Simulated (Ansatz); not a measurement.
**Ir: frozen-core PAW against all-electron methods**

```
CELL_PARAMETERS angstrom
0.00000 1.92696 1.92696
1.92696 0.00000 1.92696
1.92696 1.92696 0.00000
ATOMIC_POSITIONS crystal
Ir 0.00000 0.00000 0.00000
```

Structure from Materials Project entry mp-101 (possibly hypothetical), not relaxed further.

Spin polarisation is left out, and whether a magnetic state lies lower isn't shown here.

Spin–orbit coupling is left out, though it moves levels of the heavy atoms by tenths of an eV or more.

Methods: DFT, PBEsol, PAW with Ansatz's default frozen-core files, scalar-relativistic (Ansatz 0.2.0); DFT, PBEsol, all-electron LAPW, scalar-relativistic (Ansatz 0.2.0).

For PAW: a Γ-centred 18×18×18 k mesh, Fermi–Dirac smearing of 0.03 eV, cutoff 420 eV, no spin polarisation; the PAW files were made with PBE, and the program remakes their frozen cores for this functional. LAPW targets a basis error of 0.5 meV/atom. The Ansatz runs share mesh, smearing and spin set-up. Plane-wave (PAW) pressures include the program's estimate of the Pulay term.

Stress and pressure are positive in compression.

Levels count from the Fermi level.

```csv
quantity,PAW,LAPW
pressure (GPa),-6.85,-6.88
highest filled level at U (eV),-0.903,-0.903
lowest empty level at U (eV),0.565,0.565
highest filled level at K (eV),-0.903,-0.903
lowest empty level at K (eV),0.565,0.565
highest filled level at Γ (eV),-1.204,-1.203
lowest empty level at Γ (eV),13.564,13.559
```

PAW's pressure differs from the LAPW value by +0.03 GPa.
